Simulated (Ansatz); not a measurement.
## Au (sc type) under strong compression

```
Au
1.0
     2.69404    0.00000    0.00000
     0.00000    2.69404    0.00000
     0.00000    0.00000    2.69404
Au
1
Direct
  0.00000 0.00000 0.00000
```

The cell comes from a relaxation on PAW files under the same functional, begun from a prototype that needn't be the stable phase.

Its volume is scaled at fixed shape and fractional positions.

Level of theory: DFT with PBEsol, scalar-relativistic, in Ansatz 0.2.0; a Γ-centred 14×14×14 k mesh, Fermi–Dirac smearing of 0.08 eV, no spin polarisation. LAPW: all electrons, basis error target 1 meV/atom; PAW: frozen-core files, cutoff 420 eV; crystal datasets: all electrons, by PAW datasets that the program makes for each cell; norm-conserving: pseudopotentials, cutoff 1034 eV; PAW (cutoff 600 eV): frozen-core files, cutoff 600 eV.

Energies are extrapolated to zero smearing and count from the unscaled cell; pressure is positive in compression; gaps take the mesh and a band path. No temperature or zero-point motion is included.

Spin–orbit coupling is left out, which matters for the heavy atoms. The PAW files were made under PBE. The structure type is held throughout; the real material can change phase at far lower pressure.

```tsv
V/V0	V (Å³/atom)	P LAPW (GPa)	ΔE LAPW (eV/atom)	P PAW − LAPW (GPa)	ΔE PAW − LAPW (meV/atom)
1.00	19.55	-0.01	0.000	0.01	0.0
0.90	17.60	18.67	0.101	0.01	0.1
0.80	15.64	54.9	0.526	-0.02	0.2
0.70	13.69	126.4	1.581	-0.06	-0.2
0.60	11.73	?	3.913	-0.11	-1.1
0.50	9.78	594.6	8.949	-0.48	-4.1
0.40	7.82	1363	20.176	-2.66	-18.3
```

Q: What belongs in the row "0.60", column "P LAPW (GPa)"?

A: 273.7.

Q: Fit the Vinet equation to the LAPW pressures over the whole range, with residuals weighted by 1/(|P| + 0.03·Pmax).

A: V0 = 19.57 Å³/atom, B0 = 126 GPa and B0′ = 6.07, and the fit misses no point by more than 4.6 GPa. A fit over so wide a range pins B0 less well than one near rest.

Q: From the table, what is the rise of the enthalpy H = E + pV up to the last row, and how stiff is the crystal between the last two rows?

A: ΔH = 20.176 eV + (1363 GPa × 7.82 Å³ + 0.01 GPa × 19.55 Å³) × 0.006242 eV/(GPa·Å³) = 86.73 eV/atom, of which pV makes 77 %. The mean bulk modulus there is −ΔP/Δln V = 3450 GPa.

Q: At the smallest volume, how far do crystal datasets and norm-conserving and PAW (cutoff 600 eV) lie from LAPW in pressure?

A: crystal datasets: -0.01 GPa; norm-conserving: -1.17 GPa; PAW (cutoff 600 eV): -3.49 GPa, on a LAPW pressure of 1363 GPa.
